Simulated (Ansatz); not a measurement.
Name crystals whose computed values (r²SCAN (plane waves, PAW; program Ansatz)) fall in these windows: ε∞ 3.5 to 5.1; gap (eV) 1.5 to 2.0; HSE06 gap (eV) 2.2 to 3.1.



```csv
crystal,ε∞,gap (eV),HSE06 gap (eV)
"BaC2, R-3m (Ba on 3a, C on 6c)",4.32,1.79,2.63
"SnO2, rutile",4.12,1.77,2.84
```
Others may fit too.

Standing as an ambient phase not checked: BaC2, R-3m (Ba on 3a, C on 6c). All cells were relaxed under the symmetry of their starts (and spin orders); stability against distortions was not tested throughout. Spin–orbit coupling is left out wherever it is not named.

Potentials: the later of the program's two PAW sets.
